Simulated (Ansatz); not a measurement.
GaN:
```yaml
crystal:
  lattice:
    - [-1.42650, 1.42650, 2.46953]
    - [1.42650, -1.42650, 2.46953]
    - [1.42650, 1.42650, -2.46953]
  atoms:
    - { symbol: Ga, position: [0.75622, 0.75622, 0.00000] }
    - { symbol: N, position: [0.35878, 0.35878, 0.00000] }
```

Relaxed with r²SCAN.

**Question.** Map the valence electron density (e/Å³), cut off at 3 on the plane through (0.756, 0.756, 0.000) spanned by u = [1, 1, 0] and v = [1, -1, 0] in lattice vectors, from the program Ansatz at the r²SCAN level (PAW).

**Answer.** x is the fraction of u, y of v (the angle between them is 90°; rows are the nearest grid lines); atoms in the plane: Ga at (0.00, 0.00), Ga at (0.50, 0.50), N at (0.10, 0.50), N at (0.60, 0.00).
```
|@@@*.      :=@@@@@*-::*@@@|
|@@@+.      .=%@@@@+:.:+@@@|
|@@%:.      .-+%@%*-:..:%@@|
|*=:.       .:-=+=-:.  .:=*|
|....        .::::..    ...|
|.....       .....        .|
|.::::.     .....        ..|
|:=++=:.. ..-++-..       .:|
|=#@@#=:...=@@@@=.       :=|
|*@@@@#-:.:@@@@@@:      .:*|
|#@@@@%=::-@@@@@@-      .-#|
|*@@@@#-:.:@@@@@@:      .:*|
|=#@@#=:...=@@@@=.       :=|
|:=++=:.. ..-++-..       .:|
|.::::.     .....        ..|
|.....       .....        .|
|....        .::::..    ...|
|*=:.       .:-=+=-:.  .:=*|
|@@%:.      .-+%@%*-:..:%@@|
|@@@+.      .=%@@@@+:.:+@@@|
|@@@*.      :=@@@@@*-::*@@@|
```
Scale: ten equal steps from 0.095 (start of ' ') to 3.00 (end of '@'), in the order ' .:-=+*#%@'; x runs from 0.000 to 1.00, y from 0.000 (bottom) to 1.00 (top).

The density is the valence pseudo-density with augmentation charge, so density and ELF within about 1 Å of a nucleus are not all-electron values.

Space group I4mm. The workflow started from a Materials Project entry (that database holds measured and hypothetical structures alike); the Crystallography Open Database copy checked does not list it. It is not the phase usual at ambient conditions (space group No. 186, 216). Symmetry was held in the r²SCAN relaxation; of distortions, only those at the zone centre were tested.

Potentials: the earlier of the program's two PAW sets.
